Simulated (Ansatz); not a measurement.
The calculation used Ansatz 0.2.0, DFT PBE, scalar-relativistic, plane waves, PAW. All cells share a 420 eV cutoff and Γ-centred k meshes spaced at most about 0.3 Å⁻¹ (about 0.25 or finer for metals, 2π included). No spin polarisation in the final relaxations.

These are static total energies at zero pressure. All come from trial cells, and lower structures may exist.

Task: These unrelaxed guesses for Hf3Br are each relaxed within their symmetry. Order them by the energy at which they end, lowest first.
A.

```cif
data_structure
_symmetry_space_group_name_H-M 'Pm-3m'
_symmetry_Int_Tables_number 221
_cell_length_a 4.4324
_cell_length_b 4.4324
_cell_length_c 4.4324
_cell_angle_alpha 90.000
_cell_angle_beta 90.000
_cell_angle_gamma 90.000
_cell_volume 87.08
loop_
_atom_site_label
_atom_site_type_symbol
_atom_site_symmetry_multiplicity
_atom_site_Wyckoff_symbol
_atom_site_fract_x
_atom_site_fract_y
_atom_site_fract_z
_atom_site_occupancy
Hf1 Hf 3 c 0.00000 0.50000 0.50000 1
Br1 Br 1 a 0.00000 0.00000 0.00000 1
```

B.

```cif
data_structure
_symmetry_space_group_name_H-M 'P4/mmm'
_symmetry_Int_Tables_number 123
_cell_length_a 3.8617
_cell_length_b 3.8617
_cell_length_c 7.3433
_cell_angle_alpha 90.000
_cell_angle_beta 90.000
_cell_angle_gamma 90.000
_cell_volume 109.51
loop_
_atom_site_label
_atom_site_type_symbol
_atom_site_symmetry_multiplicity
_atom_site_Wyckoff_symbol
_atom_site_fract_x
_atom_site_fract_y
_atom_site_fract_z
_atom_site_occupancy
Hf1 Hf 2 h 0.50000 0.50000 0.76523 1
Hf2 Hf 1 a 0.00000 0.00000 0.00000 1
Br1 Br 1 d 0.50000 0.50000 0.50000 1
```

C.

```cif
data_structure
_symmetry_space_group_name_H-M 'P4/mmm'
_symmetry_Int_Tables_number 123
_cell_length_a 3.5792
_cell_length_b 3.5792
_cell_length_c 9.3587
_cell_angle_alpha 90.000
_cell_angle_beta 90.000
_cell_angle_gamma 90.000
_cell_volume 119.89
loop_
_atom_site_label
_atom_site_type_symbol
_atom_site_symmetry_multiplicity
_atom_site_Wyckoff_symbol
_atom_site_fract_x
_atom_site_fract_y
_atom_site_fract_z
_atom_site_occupancy
Hf1 Hf 2 h 0.50000 0.50000 0.76217 1
Hf2 Hf 1 b 0.00000 0.00000 0.50000 1
Br1 Br 1 a 0.00000 0.00000 0.00000 1
```

D.

```cif
data_structure
_symmetry_space_group_name_H-M 'P-6m2'
_symmetry_Int_Tables_number 187
_cell_length_a 3.3109
_cell_length_b 3.3109
_cell_length_c 10.3141
_cell_angle_alpha 90.000
_cell_angle_beta 90.000
_cell_angle_gamma 120.000
_cell_volume 97.92
loop_
_atom_site_label
_atom_site_type_symbol
_atom_site_symmetry_multiplicity
_atom_site_Wyckoff_symbol
_atom_site_fract_x
_atom_site_fract_y
_atom_site_fract_z
_atom_site_occupancy
Hf1 Hf 1 a 0.00000 0.00000 0.00000 1
Hf2 Hf 2 i 0.66667 0.33333 0.76162 1
Br1 Br 1 b 0.00000 0.00000 0.50000 1
```

Result: D (ends in P-6m2, 0 meV/atom), B (ends in P4/mmm, 30 meV/atom), C (ends in P4/mmm, 113 meV/atom), A (ends in Pm-3m, 0.56 eV/atom).

Spin–orbit coupling, which can matter for Hf, is left out. In P-6m2, P4/mmm at 25.2 Å³/atom, P4/mmm at 22.7 Å³/atom, Pm-3m an odd number of electrons in the primitive cell allows no gap without spin; a larger cell or a magnetic state could open one. A magnetic state wasn't ruled out in cells without spin, among them P-6m2, P4/mmm at 25.2 Å³/atom, P4/mmm at 22.7 Å³/atom, Pm-3m. Cells relaxed within their symmetry can be saddle points. Some candidate types were left out of the draw beforehand, so a known form may be missing.
